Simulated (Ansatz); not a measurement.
Mg$_{2}$Ge:
```yaml
crystal:
  lattice:
    - [0.00000, 3.14289, 3.14289]
    - [3.14289, 0.00000, 3.14289]
    - [3.14289, 3.14289, 0.00000]
  atoms:
    - { symbol: Ge, position: [0.00000, 0.00000, 0.00000] }
    - { symbol: Mg, position: [0.25000, 0.25000, 0.25000] }
    - { symbol: Mg, position: [0.75000, 0.75000, 0.75000] }
```

Relaxed with LDA. Special points in fractions of this cell's reciprocal vectors: Γ (0.000, 0.000, 0.000); X (0.500, 0.000, 0.500); U (0.625, 0.250, 0.625); K (0.375, 0.375, 0.750); L (0.500, 0.500, 0.500); W (0.500, 0.250, 0.750).

Task: List the band energies nearest the valence-band maximum at these points for LDA in the plane-wave PAW code Ansatz.

Result: In eV from the valence-band maximum; about four levels below and three above (degenerate sets whole), none deeper than 8.9 eV; points with the same levels are listed once.

| k | below | above |
|---|---|---|
| Γ | 0.00 0.00 0.00 | 1.16 2.90 2.90 2.90 |
| X | -8.20 -4.66 -2.06 -2.06 | 0.10 0.58 8.09 8.09 |
| U | -8.22 -4.21 -3.61 -1.72 | 0.71 3.20 6.21 |
| L | -8.68 -5.00 -0.75 -0.75 | 1.10 2.81 2.81 |
| W | -8.16 -3.78 -3.78 -2.79 | 2.81 3.83 3.89 3.89 |

Space group Fm-3m (anti-fluorite). Symmetry was held in the LDA relaxation; phonons on a q-mesh show no instability. Scalar-relativistic: spin–orbit coupling is off unless named, which matters more the heavier the elements.

Potentials: the later of the program's two PAW sets.
